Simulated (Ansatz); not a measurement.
# A run on MgMn2P2H4O10

```yaml
crystal:
  lattice:
    - [5.3075721413, 0.0, 0.0]
    - [-0.8172182654, 5.4621384703, 0.0]
    - [-2.2729617452, -2.0603732919, 7.1959248207]
  atoms:
    - { symbol: Mg, position: [0.091057, 0.351563, 0.879884] }
    - { symbol: Mn, position: [0.984465, 0.448435, 0.45923], spin: 5.0 }
    - { symbol: Mn, position: [0.512848, 0.014504, 0.0048], spin: 5.0 }
    - { symbol: H, position: [0.865724, 0.908793, 0.286126] }
    - { symbol: H, position: [0.063087, 0.094365, 0.211446] }
    - { symbol: H, position: [0.048135, 0.935476, 0.650338] }
    - { symbol: H, position: [0.907141, 0.865661, 0.803193] }
    - { symbol: P, position: [0.413529, 0.581444, 0.243832] }
    - { symbol: P, position: [0.605829, 0.463155, 0.771758] }
    - { symbol: O, position: [0.313418, 0.69943, 0.076877] }
    - { symbol: O, position: [0.279265, 0.650661, 0.389541] }
    - { symbol: O, position: [0.71583, 0.332604, 0.928371] }
    - { symbol: O, position: [0.768554, 0.387742, 0.640552] }
    - { symbol: O, position: [0.726331, 0.666746, 0.331439] }
    - { symbol: O, position: [0.319738, 0.285009, 0.141889] }
    - { symbol: O, position: [0.294926, 0.373934, 0.689303] }
    - { symbol: O, position: [0.682495, 0.758838, 0.847376] }
    - { symbol: O, position: [0.079861, 0.9661, 0.783455] }
    - { symbol: O, position: [0.902767, 0.07804, 0.253445] }
magnetization:
  spin_polarized: true
kpoints:
  mp_grid: { grid: [5, 4, 3] }
scf:
  max_iter: 60
hamiltonian:
  xc: pbe
  pseudopotentials: { kind: paw }
output:
  forces: true
  stress: true
  populations: true
  efg:
    quadrupole_moments_barn: { Mg: 0.1994, Mn: 0.33, H: 0.00285783, O: -0.02558 }
    contact_densities: true
```

```sh
ansatz run input.yaml --threads 2 --pin off --max-ram 5120MiB --backend cpu --events-out ev --progress --plain --runs-dir out
```

Q: What happens when this input is run?

A: The input was rejected before any iteration. The input holds no occupation method. The program says:

```
Error: YAML parse error: `scf.occupations.method` is required: fixed only where the cell keeps a band gap throughout the run, explicit beside scf.occupations.values (under evaluate: without them), else a smearing such as fermi_dirac (scf.occupations.width is optional; its entry in the input reference gives the default)
```

Against a sound input the change was `scf.occupations`: {method: fermi_dirac, width: 0.02} → not typed; `scf.max_iter`: not typed → 60.

With the sound settings the run converges and gives V_zz (10²¹ V/m²) Mg 0.75 (η 0.96), Mn2 6.29 (η 0.44), Mn3 5.05 (η 0.33), H4 2.12 (η 0.09), H5 3.13 (η 0.06), H6 3.98 (η 0.05), among others; a site carries the number of its first atom in the input. The largest force is 0.4 eV/Å, so the atoms aren't at the calculated equilibrium and relaxing them would move these values. The moments were started parallel, and the run ended with some of them reversed. The program didn't check the stability of this electronic state in full, so a lower one may lie near. The lattice is static: at room temperature water may turn and average the couplings of its hydrogen. The magnetic order is the one that the run reached from its start moments, not necessarily the measured one.
